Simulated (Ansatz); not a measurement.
# Structure types of Hf compared at 10 GPa

Structure types of Hf are relaxed in primitive cells with their symmetry kept at 10 GPa, first on PAW files, then by LAPW. The enthalpy is E + pV at zero temperature, without zero-point motion. Only the types listed were tried, and differences under about 5 meV/atom are mesh noise.

Level of theory: DFT with LDA, scalar-relativistic, in Ansatz 0.2.0; Fermi–Dirac smearing of 0.1 eV, no spin polarisation. LAPW: all electrons, basis error target 0.5 meV/atom; PAW: frozen-core files, cutoff 420 eV.

k meshes: fcc 16×16×16, bcc 16×16×16, hcp 15×15×8, beta tin 15×15×15, diamond 12×12×12, omega 8×8×11.

Spin–orbit coupling is left out, which matters for the heavy atoms. The PAW files were made under PBE.

Order the types by LAPW enthalpy, lowest first.
A. bcc
B. fcc
C. hcp
D. diamond
E. beta tin
F. omega

C (0 meV/atom), F (13 meV/atom), B (56 meV/atom), A (116 meV/atom), E (631 meV/atom), D (3153 meV/atom).

```tsv
start type	ends as	a, b, c (Å)	V (Å³/atom)	H − H(lowest), LAPW (meV/atom)	same, PAW
fcc	fcc, Fm-3m	4.254, 4.254, 4.254	19.24	56.1	55.9
bcc	bcc, Im-3m	3.357, 3.357, 3.357	18.92	115.8	115.9
hcp	hcp, P6_3/mmc	3.037, 3.037, 4.848	19.36	0.0	0.0
beta tin	beta tin, I4_1/amd	5.237, 5.237, 2.856	19.58	630.7	631.0
diamond	diamond, Fd-3m	5.815, 5.815, 5.815	24.58	3153.0	3153.6
omega	omega, P6/mmm	4.743, 4.743, 2.957	19.20	13.1	13.2
```

Split the lead of hcp over omega into energy and pV.

For omega less hcp: ΔE = +22.9 meV/atom, and p·ΔV = 10 GPa × -0.1562 Å³ × 6.242 meV/(GPa·Å³) = -9.8 meV/atom, together 13.1 meV/atom. hcp wins by its internal energy, though it is the less dense.

Would omega gain on hcp at higher pressure?

Yes: dH/dp = V, and its volume is smaller by 0.16 Å³/atom. Held constant, that would close the gap after about 13 GPa more, a rough figure, since the volume difference changes with pressure.
